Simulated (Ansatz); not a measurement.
Ti3Al (D019 type, space group P6_3/mmc)

```yaml
crystal:
  lattice:
    - [5.75564, 0.00000, 0.00000]
    - [-2.87782, 4.98453, 0.00000]
    - [0.00000, 0.00000, 4.65498]
  atoms:
    - { symbol: Ti, position: [0.83025, 0.66049, 0.25000] }
    - { symbol: Ti, position: [0.16975, 0.83025, 0.75000] }
    - { symbol: Ti, position: [0.33951, 0.16975, 0.25000] }
    - { symbol: Ti, position: [0.16975, 0.33951, 0.75000] }
    - { symbol: Ti, position: [0.83025, 0.16975, 0.25000] }
    - { symbol: Ti, position: [0.66049, 0.83025, 0.75000] }
    - { symbol: Al, position: [0.33333, 0.66667, 0.25000] }
    - { symbol: Al, position: [0.66667, 0.33333, 0.75000] }
```

The slice is a (-1 1 0 0) plane (indices of the conventional cell) through the point (0.830, 0.170, 0.250) (fractional), spanned by u = [001] and v = [110] in vectors of this cell: u (4.65 Å) and v (5.76 Å, at 90° to u). It covers one period; positions are fractions (u, v).

Calculation: PBE (plane waves to 420 eV, PAW, scalar-relativistic; Ansatz, a first-principles code). k mesh 10×10×10. These are valence fields of a PAW run, semicore shells included where kept as valence: close to a nucleus they are smooth pseudo fields. Ti3Al is run without spin polarisation. Ti3Al was relaxed with its symmetry unable to fall.

### Question
What is the valence density on the shortest Ti–Al line in this plane (2.88 Å), at its minimum between the atoms?

### Answer
0.19 e/Å³.

### Question
The ELF has a maximum in the middle third of the Ti–Al line. Where, and how high?

### Answer
0.62, 1.8 Å from Ti.

### Question
What is the ELF at the density minimum of the shortest Ti–Al line in this plane (2.88 Å)?

### Answer
0.3.

### Question
Predict the map of the valence electron density on the slice.

### Answer
| v \ u | 0.00 | 0.12 | 0.25 | 0.38 | 0.50 | 0.62 | 0.75 | 0.88 |
|---|---|---|---|---|---|---|---|---|
| 0.90 | 0.6 | 0.0 | -0.7 | -0.7 | -0.6 | -0.7 | -0.7 | 0.0 |
| 0.80 | -0.6 | -0.7 | -0.8 | -0.6 | -0.3 | -0.6 | -0.8 | -0.7 |
| 0.70 | -0.7 | -0.7 | -0.7 | -0.6 | -0.2 | -0.6 | -0.7 | -0.7 |
| 0.60 | -0.9 | -0.7 | -0.7 | -0.7 | -0.6 | -0.7 | -0.7 | -0.7 |
| 0.50 | -1.2 | -0.9 | -0.6 | -0.6 | -0.6 | -0.6 | -0.6 | -0.9 |
| 0.40 | -0.9 | -0.7 | -0.7 | -0.7 | -0.6 | -0.7 | -0.7 | -0.7 |
| 0.30 | -0.7 | -0.7 | -0.7 | -0.6 | -0.2 | -0.6 | -0.7 | -0.7 |
| 0.20 | -0.6 | -0.7 | -0.8 | -0.6 | -0.3 | -0.6 | -0.8 | -0.7 |
| 0.10 | 0.6 | 0.0 | -0.7 | -0.7 | -0.6 | -0.7 | -0.7 | 0.0 |
| 0.00 | 1.0 | 0.6 | -0.6 | -0.7 | -0.7 | -0.7 | -0.6 | 0.6 |

Values: log₁₀ of the valence density in e/Å³. The scale is logarithmic, as a density can span decades between atoms and voids.
